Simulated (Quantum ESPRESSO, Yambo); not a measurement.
Na2CO3 (space group C2/m, No. 12). The geometry is that of Materials Project entry mp-1101899, symmetrised and not relaxed again. Chain: norm-conserving PBEsol (Quantum ESPRESSO, 88 Ry, scalar-relativistic); G0W0 in Yambo (2×2×2 Γ-centred k mesh, bands 5 to 232 and a 7 Ry block in the screening, 232 bands in G with the Bruneval-Gonze terminator, plasmon pole fitted at 27.2 eV); BSE (4×4×4 mesh, 15 valence and 8 conduction bands, static screening with 96 bands and a 3 Ry block, scissor 2.85 eV, Tamm-Dancoff).

```yaml
PBEsol gap (dense path): 3.29 eV
PBEsol gap Γ → Γ on the GW mesh: 3.29 eV
PBEsol smallest direct gap on the GW mesh, at Γ: 3.29 eV
G0W0 direct gap at that point: 6.14 eV
G0W0 correction to the gap Γ → Γ: 2.85 eV
direct gap on the BSE mesh, with the scissor: 6.14 eV
first BSE state allowed for light along x: 5.98 eV
lowest BSE state: 3.98 eV
binding_of_the_lowest_exciton: 2.17 eV
RPA electronic dielectric constant along x: 2.34 (4×4×4 mesh, PBEsol bands)
```

Rough cost of the Yambo steps against G0W0 for 12 states: BSE about 2×, one RPA spectrum about 1/2.

Nearest settings tried, and what they do to the gap: 155 bands in G: -3 meV; 155 bands in W, 155 bands in G: +43 meV; 6 Ry block (245 vectors against 331): -50 meV; 2×2×1 mesh: -112 meV. So the settings aren't converged at that level. The k mesh is coarse. The BSE states are vertical excitations (zero momentum). Convergence of the RPA response with its 4×4×4 mesh was not tested. On a 2×2×2 mesh the exciton binding is 2.18 eV. Axes are Cartesian, with cell vectors (Å) (4.59, -2.64, 0.00), (4.59, 2.64, 0.00), (-0.62, 0.00, 6.25).
